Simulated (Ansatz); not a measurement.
## What DFT gives for YCo$_{2}$B$_{2}$

```
Co B Y
1.0
     0.00000    3.58164    0.00000
     3.58164    0.00000    0.00000
     1.79082    1.79082   -4.68940
Co B Y
2 2 1
Direct
  0.75000 0.25000 0.50000
  0.25000 0.75000 0.50000
  0.37800 0.37800 0.24400
  0.62200 0.62200 0.75600
  0.00000 0.00000 0.00000
```

Level: r2SCAN, no spin polarisation; 500 eV; 8×8×8 Γ-centred mesh; cold occupations (width 0.0252 eV); Ansatz 0.2.0, fixed geometry.

Q: Where is the largest force?

A: The largest is on B4 (and as large on other atoms): 1.72 eV/Å, components (0.00, 0.00, 1.72). It makes 56° with the line to a nearest neighbour, Co1 at 2.16 Å.

Q: What do density and ELF say about some of the short contacts?

A: Co–B at 2.16 Å: least valence density 0.51 e/Å³ and ELF 0.53 there. B–B at 2.29 Å: least valence density 0.38 e/Å³ and ELF 0.78 there. Co–Co at 2.53 Å: least valence density 0.34 e/Å³ and ELF 0.34 there. These are pseudo-fields; inside the PAW spheres they differ from the all-electron ones.

Q: What does the stress say?

A: The pressure is -14.0 GPa (compression positive), so with the atoms held at these fractions the cell would first shrink; the forces are large, so a full relaxation may end otherwise. The principal stresses -17.7, -12.1, -12.1 GPa differ, so its shape would change too.

Q: Give the Bader charges.

A: Bader charges in e: Y +1.78, Co -0.13, B -0.76. In the mean Y gives up most and B takes most.

Q: Is there a gap?

A: It is a metal, with about 3.4 states/eV a cell as the mean within 0.25 eV of the Fermi level, mostly Co d (66 %), B p (14 %) and Y d (13 %).

Origin: a database entry at a rescaled volume. Caveats: no spin polarisation, so a magnetic state may lie lower; atoms or cell far from equilibrium.
